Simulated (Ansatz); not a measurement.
Starting cell, Ge (diamond):

```yaml
crystal:
  lattice:
    - [0.00000, 5.67269, 5.67269]
    - [2.83635, 0.00000, 2.83635]
    - [2.83635, 2.83635, 0.00000]
  atoms:
    - { symbol: Ge, position: [0.25000, 0.50000, 0.50000] }
    - { symbol: Ge, position: [0.75000, 0.50000, 0.50000] }
    - { symbol: Ge, position: [0.37500, 0.75000, 0.75000] }
    - { symbol: Ge, position: [0.87500, 0.75000, 0.75000] }
```

The atoms are displaced by Q × the pattern below (from a DFPT mode at L = (0.5, 0.0, 0.0), largest move 1; Q in Å), at fixed cell. (q is in reciprocal vectors of the primitive cell; the cell shown is doubled to hold the pattern.)

```tsv
atom	x	y	z
Ge1	-0.577	0.577	0.577
Ge2	0.577	-0.577	-0.577
Ge3	0.577	-0.577	-0.577
Ge4	-0.577	0.577	0.577
```

These are r2SCAN (plane waves to 500 eV, PAW, scalar-relativistic; Ansatz, a quantum-chemistry and plane-wave program) values and carry that method's errors. k mesh 5×10×10 (Γ-centred), Fermi-Dirac smearing 0.05 eV. Energies are smeared free energies. As the smearing reaches across the gap at some points, energies and forces of such displacements shift with the k mesh and the smearing. Ge was relaxed with its symmetry unable to fall. The PAW data are Ansatz's earlier set. ΔE is measured from the undisplaced structure.

Problem. What ΔE (meV/cell) does the calculation give at Q (Å) = -0.140, -0.093, 0.093, 0.187, 0.233, 0.280?

Solution. 
```json
[
 {"Q (Å)": "-0.140", "ΔE (meV/cell)": "488"},
 {"Q (Å)": "-0.093", "ΔE (meV/cell)": "225"},
 {"Q (Å)": "0.093", "ΔE (meV/cell)": "225"},
 {"Q (Å)": "0.187", "ΔE (meV/cell)": "834"},
 {"Q (Å)": "0.233", "ΔE (meV/cell)": "1232"},
 {"Q (Å)": "0.280", "ΔE (meV/cell)": "1651"}
]
```

(A displaced cell: forces are minus the slopes of the energy, force constants its curvatures, and phonons follow from these.)
